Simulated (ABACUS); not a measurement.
Worked example: self-consistent single point of AlGa₃N₄ (Pm, 8 atoms in the cell; from Materials Project mp-1228943, changed as shown) in ABACUS.

Computed with PBEsol, PseudoDojo 0.4 standard norm-conserving PBEsol (tails mended) pseudopotentials (plane waves; ABACUS 3.10.1).

The change in words: lattice vector b scaled by 0.99. Reference geometry (Pm):
```
CELL_PARAMETERS angstrom
      5.14559     0.00000     0.00000
      0.00000     3.16708     0.00000
     -0.00371     0.00000     5.48365
ATOMIC_POSITIONS crystal
  Al 0.00050 0.50000 0.66730
  Ga 0.49910 0.50000 0.33520
  Ga 0.49910 0.00000 0.83130
  Ga 0.99990 0.00000 0.16620
  N  0.11920 0.50000 0.34130
  N  0.11680 0.00000 0.82530
  N  0.62020 0.00000 0.16610
  N  0.63260 0.50000 0.66730
```

Reference input (self-consistent single point, DFT, PBEsol, plane waves, PseudoDojo 0.4 standard norm-conserving PBEsol (tails mended) pseudopotentials): KPT = Gamma 3 7 3 0 0 0; basis_type = pw; dft_functional = PBESOL; ecutwfc = 84 Ry; smearing_method = fixed; potentials = PseudoDojo 0.4 standard norm-conserving PBEsol (tails mended); symmetry = 1; symmetry_prec = 1e-05; ks_solver = dav; scf_nmax = 100; scf_thr = 1.0e-09 Ry; mixing_type = broyden. This run's input differs from it in these lines:

```diff
@@ -30,3 +30,3 @@
    5.1455900000    0.0000000000    0.0000000000
-   0.0000000000    3.1670800000    0.0000000000
+   0.0000000000    3.1354090000    0.0000000000
   -0.0037130000    0.0000000000    5.4836490000
@@ -39,3 +39,3 @@
 1
-   0.0001797320    2.9924569074    6.9149594924
+   0.0001797320    2.9625321493    6.9149594924
 
@@ -44,3 +44,3 @@
 3
-   4.8507745959    2.9924569074    3.4735417681
+   4.8507745959    2.9625321493    3.4735417681
    4.8472936839    0.0000000000    8.6144250353
@@ -51,6 +51,6 @@
 4
-   1.1566769477    2.9924569074    3.5367535962
+   1.1566769477    2.9625321493    3.5367535962
    1.1299439220    0.0000000000    8.5522494666
    6.0295079285    0.0000000000    1.7212269919
-   6.1465658046    2.9924569074    6.9149594924
+   6.1465658046    2.9625321493    6.9149594924
 # file: KPT
```

The program printed (abridged):

```
 SELF-CONSISTENT
 -------------------------------------------
                                 init_chg = atomic

 PW ALGORITHM --------------- ION=   1  ELEC=   1--------------------------------

 Density error is 2.0334666352
                          Error Threshold = 0.01
 E_KohnSham     -545.1135260916      -7416.6500117181
 E_Fermi        0.5501488542         7.4851591655

 PW ALGORITHM --------------- ION=   1  ELEC=   2--------------------------------

 Density error is 1.04339002965
                          Error Threshold = 0.00327978489548
 E_KohnSham     -545.7092254505      -7424.7549172940
   [... lines left out ...]

 Density error is 3.47820754957e-08
                          Error Threshold = 2.85427027089e-10
 E_KohnSham     -545.9096392109      -7427.4816863931
 E_Fermi        0.7267261903         9.8876170736

 PW ALGORITHM --------------- ION=   1  ELEC=  10--------------------------------

 Density error is 7.65982303428e-10
                          Error Threshold = 5.61001217673e-11
 E_KohnSham     -545.9096392176      -7427.4816864838
 E_KS(sigma->0) -545.9096392176      -7427.4816864838
 E_entropy(-TS) 0.0000000000         0.0000000000
 E_Fermi        0.7267188269         9.8875168895
 charge density convergence is achieved
 final etot is -7427.4816865 eV
 EFERMI = 9.8875168895 eV

 STATE ENERGY(eV) AND OCCUPATIONS    NSPIN == 1
   [... 38 lines left out ...]

 TOTAL-FORCE (eV/Angstrom)
                       Al1        -0.0387572452         0.0000000000        -0.0592703449
                       Ga1        -0.0572149894         0.0000000000         0.0971551600
                       Ga2        -0.0653508338         0.0000000000         0.0758784574
                       Ga3        -0.0557591145         0.0000000000        -0.0938635921
                        N1         0.0983488792         0.0000000000        -0.0410621602
                        N2         0.1522692604         0.0000000000         0.2208460620
                        N3         0.0547713477         0.0000000000        -0.1030765340
   [... lines left out ...]

 TOTAL-STRESS (KBAR)
         3.8489138196         0.0000000000        -0.3931527027
         0.0000000000        39.6811840969         0.0000000000
        -0.3931527027         0.0000000000         6.6496876780
 TOTAL-PRESSURE: 16.726595 KBAR

 --------------------------------------------
 !FINAL_ETOT_IS -7427.4816864837657704 eV
 --------------------------------------------
```

The run converged in 10 iterations. Against the reference run the free energy goes up by 1.3 meV/atom, the pressure goes from -0.32 to 1.67 GPa and the largest force goes from 0.152 to 0.268 eV/Å.

The structure comes from a collection of computed structures, made at another level of theory; the collection holds predicted forms beside known ones.

Cost on one core: roughly 3 core-minutes.

“Tails mended”: in these copies of the files the far tail of each local potential was reset to the Coulomb form.
